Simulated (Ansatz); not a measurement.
Before relaxation, H over the place (1/6, 4/6) of the surface cell, counted from the highest slab atom, its height relaxed (TiAl, P4/mmm (No. 123), (1 0 1) face):

```xyz
9
Lattice="2.7952 0.0000 0.0000 0.0000 4.9117 0.0000 0.0000 0.0000 25.8952" Properties=species:S:1:pos:R:3 pbc="T T T"
Ti    0.0000    1.5907    8.5000
Al    1.3976    4.0465    8.5000
Ti    0.0000    3.1814   10.7984
Al    1.3976    0.7256   10.7984
Ti    0.0000    4.7715   13.0841
Al    1.3976    2.3148   13.1054
Ti    0.0000    1.3983   15.3201
Al    1.3976    3.8448   15.4530
H     1.8634    7.1192   16.7930
```

Method: Ansatz, DFT PBEsol, scalar-relativistic, plane waves, PAW. Plane waves to 420 eV, a k mesh through Γ of 10×6×1 on the computed 9-atom cell and Gaussian smearing (0.10 eV); no spin polarisation. A dipole correction removes the field between periodic images along c.

Atoms 1, 2, 3, 4, 5, 6, 7, 8 (counted from 1) are held. Atom 9 may move along c only. The cell is fixed. Force threshold 0.02 eV/Å.

```
step E − E_final (eV) largest force (eV/Å)
   1             0.092                 0.868
   2             0.000                 0.029
   3             0.000                 0.028
   4             0.000                 0.003
```

(1) What is the final structure?

The end is the local minimum or symmetric point that this start leads to.

Answers

(1)
```yaml
crystal:
  lattice:
    - [2.79516, 0.00000, 0.00000]
    - [0.00000, 4.91165, 0.00000]
    - [0.00000, 0.00000, 25.89519]
  atoms:
    - { symbol: Ti, position: [0.00000, 0.32386, 0.32825] }
    - { symbol: Al, position: [0.50000, 0.82386, 0.32825] }
    - { symbol: Ti, position: [0.00000, 0.64772, 0.41700] }
    - { symbol: Al, position: [0.50000, 0.14772, 0.41700] }
    - { symbol: Ti, position: [0.00000, 0.97146, 0.50527] }
    - { symbol: Al, position: [0.50000, 0.47129, 0.50610] }
    - { symbol: Ti, position: [0.00000, 0.28469, 0.59162] }
    - { symbol: Al, position: [0.50000, 0.78279, 0.59675] }
    - { symbol: H, position: [0.66667, 0.44946, 0.64077] }
```

Cost: 1 run of about 1.5 core-minutes, on Intel Xeon 6975P-C (Granite Rapids) (shared hosts).